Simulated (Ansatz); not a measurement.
Crystals of one structure type (zinc blende) and one family of elements, relaxed and computed with the program Ansatz at the LDA level (PAW).

| crystal | V (Å³/atom) | gap (eV) |
|---|---|---|
| ZnS | 18.58 | ? |
| ZnSe | 21.57 | 1.25 |
| CdS | 23.84 | 0.95 |
| CdSe | 27.10 | 0.40 |

**Question.** Fit a straight line to E_g against V and predict the withheld value.

**Answer.** Least squares on the 3 shown rows: E_g = -0.155 × V + (4.613), with a scatter of 0.02. For ZnS this gives 1.73. The run itself gave 2.13, outside the scatter: the line misses something about this case.

All cells were relaxed under the symmetry of their starts (and spin orders); stability against distortions was not tested throughout. Scalar-relativistic: spin–orbit coupling is off unless named, which matters more the heavier the elements.

Potentials: the later of the program's two PAW sets.
